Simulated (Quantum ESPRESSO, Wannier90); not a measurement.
**Tight-binding from DFT: HfO2 (P4₂/nmc)**

```yaml
crystal:
  lattice:
    - [3.55802, 0.00000, 0.00000]
    - [0.00000, 3.55802, 0.00000]
    - [0.00000, 0.00000, 5.17186]
  atoms:
    - { symbol: Hf, position: [0.50000, 0.50000, 0.50000] }
    - { symbol: Hf, position: [0.00000, 0.00000, 0.00000] }
    - { symbol: O, position: [0.00000, 0.50000, 0.69721] }
    - { symbol: O, position: [0.00000, 0.50000, 0.19721] }
    - { symbol: O, position: [0.50000, 0.00000, 0.80279] }
    - { symbol: O, position: [0.50000, 0.00000, 0.30279] }
```

Materials Project entry mp-1018721; symmetrised, unrelaxed at this level. Not found in the COD (Crystallography Open Database) copy used, which has the formula in other groups; not checked further. Computed values, not measurements, from PBEsol: Quantum ESPRESSO (norm-conserving PseudoDojo potentials, cutoff 68 Ry, no spin polarisation, no spin-orbit coupling) on a Γ-centred 8×8×6 mesh, then Wannier90. Density: 10×10×6 mesh, cold smearing 0.01 Ry. Spin-orbit coupling is left out although heavy elements are present.

The plane-wave run has 50 bands and 48 electrons a cell. On the energy scale of pw.x, whose zero is arbitrary, the valence-band maximum lies at 11.40 eV.

Isolated groups of bands, relative to the valence-band maximum (bands from 25 on overlap up to the last one computed):

```csv
bands,from (eV),to (eV),filling,weight on atomic waves
1–2,-60.15,-60.14,filled,Hf 5s 97 %
3–8,-29.22,-28.71,filled,Hf 5p 96 %
9–12,-17.95,-15.28,filled,"O 2s 79 %, Hf 5d 12 %, Hf 6s 5 %"
13–24,-5.79,0.00,filled,"O 2p 81 %, Hf 5d 14 %"
```

Input w.win, without the blocks of cell, atoms and k-points (384 lines):

```
num_bands = 38
num_wann = 22
exclude_bands = 1-12
num_iter = 1000
conv_tol = 1.0e-6
conv_window = 4
dis_num_iter = 1000
dis_conv_tol = 1.0e-6
dis_froz_max = 17.58
write_hr = true
write_u_matrices = true
begin projections
f=0.48654,0.49805,0.50242: d
f=-0.00779,-0.00964,-0.00456: d
f=0.00828,0.50807,-0.29730: p
f=0.00530,0.48835,0.19322: p
f=0.49500,0.00860,-0.20404: p
end projections
mp_grid = 8 8 6
```

### Question
Check the input against the numbers above: what is wrong, and how is it mended?

### Answer
wannier90.x -pp stops with:
```
w90_readwrite_get_projections: too few projection functions defined
```
The projections block defines fewer trial orbitals than num_wann. Mended as below, all else unchanged, the run goes through (Ω_I = 23.0 Å²) and follows the plane-wave bands to 0.3 meV rms (states up to 5.7 eV relative to the valence-band maximum).
```
f=0.49510,0.00700,0.29512: p
```
